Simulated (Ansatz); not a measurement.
Rb3AsF6:
```
CELL_PARAMETERS angstrom
      0.00000     4.65817     4.65817
      4.65817     0.00000     4.65817
      4.65817     4.65817     0.00000
ATOMIC_POSITIONS crystal
  Rb 0.75000 0.75000 0.75000
  Rb 0.25000 0.25000 0.25000
  Rb 0.50000 0.50000 0.50000
  As 0.00000 0.00000 0.00000
  F  0.78025 0.21975 0.21975
  F  0.21975 0.78025 0.78025
  F  0.21975 0.78025 0.21975
  F  0.78025 0.21975 0.78025
  F  0.21975 0.21975 0.78025
  F  0.78025 0.78025 0.21975
```

Relaxed with r²SCAN. Special points in fractions of this cell's reciprocal vectors: Γ (0.000, 0.000, 0.000); X (0.500, 0.000, 0.500); U (0.625, 0.250, 0.625); K (0.375, 0.375, 0.750); L (0.500, 0.500, 0.500); W (0.500, 0.250, 0.750).

Task: List the band energies nearest the valence-band maximum at these points for plane-wave PAW r²SCAN with spin–orbit coupling (Ansatz code).

Result: In eV from the valence-band maximum; about four levels below and three above (degenerate sets whole), none deeper than 8.9 eV; points with the same levels are listed once.

```tsv
k	below	above
Γ	-3.06 -3.06 -3.06 -3.06 -0.46 -0.46	4.59 4.59 5.22 5.22
X	-3.08 -3.08 -0.32 -0.32	5.23 5.23 5.62 5.62
U	-3.11 -3.11 -0.20 -0.20	5.28 5.28 5.44 5.44
L	-3.14 -3.14 -3.13 -3.13 0.00 0.00	4.78 4.78 5.36 5.36
W	-3.14 -3.14 -0.20 -0.20	5.31 5.31 5.53 5.53
```

Space group Fm-3m. The first step of the workflow began from a Materials Project structure, measured or hypothetical; the Crystallography Open Database copy checked does not list it. Whether it is the stable phase at ambient conditions was not checked. The r²SCAN relaxation kept the symmetry of its start; its stability against distortions is not shown here.

Potentials: the later of the program's two PAW sets.
